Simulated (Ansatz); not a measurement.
Formation energy of YTe

```yaml
crystal:
  lattice:
    - [0.00000, 3.04000, 3.04000]
    - [3.04000, 0.00000, 3.04000]
    - [3.04000, 3.04000, 0.00000]
  atoms:
    - { symbol: Y, position: [0.50000, 0.50000, 0.50000] }
    - { symbol: Te, position: [0.00000, 0.00000, 0.00000] }
```

The cell comes from a relaxation on PAW files under the same functional, begun from a database entry that needn't be the ground state.

Level of theory: DFT with PBEsol, scalar-relativistic, in Ansatz 0.2.0; a Γ-centred 12×12×12 k mesh, Fermi–Dirac smearing of 0.05 eV, no spin polarisation. LAPW: all electrons, basis error target 0.5 meV/atom; PAW: frozen-core files, cutoff 420 eV.

The elements are taken as Te trigonal Te, Y hcp, each relaxed on PAW files under the same functional and computed by the same method as the compound; zero-point and thermal terms are left out. The functional lacks long-range dispersion, which matters for the layered or molecular reference states.

Spin–orbit coupling is left out, which matters for the heavy atoms. The PAW files were made under PBE.

Question: Give the formation energy by each method, with the residual pressure at this cell and the LAPW gap.

Answer: 

| method | ΔE(formation) (eV/atom) | P at this cell (GPa) | gap (eV) |
| --- | --- | --- | --- |
| LAPW | -1.380 | 0.00 | 0.00 |
| PAW | -1.381 | -0.01 | – |

Question: Give the LAPW value for one formula unit in kJ/mol.

Answer: -1.380 eV/atom × 2 atoms × 96.485 kJ/(mol·eV) = -266.3 kJ/mol, at zero temperature and without zero-point motion.
